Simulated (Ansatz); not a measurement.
SiO₂ (rutile)

```yaml
crystal:
  lattice:
    - [4.19454, 0.00000, 0.00000]
    - [0.00000, 4.19454, 0.00000]
    - [0.00000, 0.00000, 2.67824]
  atoms:
    - { symbol: Si, position: [0.50000, 0.50000, 0.50000] }
    - { symbol: Si, position: [0.00000, 0.00000, 0.00000] }
    - { symbol: O, position: [0.80605, 0.80605, 0.50000] }
    - { symbol: O, position: [0.30605, 0.69395, 0.00000] }
    - { symbol: O, position: [0.69395, 0.30605, 0.00000] }
    - { symbol: O, position: [0.19395, 0.19395, 0.50000] }
```

The slice is a (-1 2 0) plane (indices of the conventional cell) through the point (0.806, 0.806, 0.500) (fractional), spanned by u = [001] and v = [210] in vectors of this cell: u (2.68 Å) and v (9.38 Å, at 90° to u). It covers one period; positions are fractions (u, v).

These are PBEsol (plane waves to 420 eV, PAW, scalar-relativistic; Ansatz, an electronic-structure program) values and carry that method's errors. k mesh 8×8×12. Near the nuclei the fields are pseudised (PAW); where an atom keeps semicore shells as valence, they peak there. SiO2 was relaxed with its symmetry unable to fall. The PAW data are Ansatz's earlier set.

Predict the map of the density of the highest valence band (whole band, smooth part) on the slice.


```
|11000001|
|00000000|
|00000000|
|00001000|
|00000000|
|00024200|
|00012100|
|00000000|
|00000000|
|00000000|
|00011100|
|00025200|
|00000000|
|00159510|
|00023200|
|00000000|
|11000001|
|42000002|
|21000001|
|00000000|
|00000000|
|00000000|
|10000000|
|00000000|
```
Scale: ten equal steps from 0.000 (start of '0') to 0.438 (end of '9'), in the order '0123456789'. Values: density of the highest valence band (whole band, smooth part) in e/Å³. The map has 8 points along u (one character each, u = 0 at the left) and 24 along v (v = 0 in the bottom row).
